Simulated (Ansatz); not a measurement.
BeSe (C2/c), relaxed with PBE (Ansatz, an electronic-structure program, plane waves, PAW): a = 6.0264 Å, b = 3.5402 Å, c = 6.0616 Å, α = γ = 90.00°, β = 110.04°.

```
Quantity              Value
--------------------  -----
gap (eV)               0.43
B₀ by P(V) fit (GPa)   61.5
```

Question: The same phase is relaxed and computed with HSE06 in the same code. What are the cell and these values now?

Answer: a = 5.9920 Å, b = 3.5303 Å, c = 6.0336 Å, α = 90.00°, β = 110.15°, γ = 90.00°.

gap (eV): 1.06
B₀ by P(V) fit (GPa): 62.7

Constructed cells (a structure type filled with these elements, in neither database checked): BeSe, C2/c (Be on 4d, Se on 4e). All cells were relaxed under the symmetry of their starts (and spin orders); stability against distortions was not tested throughout. Scalar-relativistic: spin–orbit coupling is off unless named, which matters more the heavier the elements.

Potentials: the later of the program's two PAW sets.

Ansatz is a plane-wave DFT program.
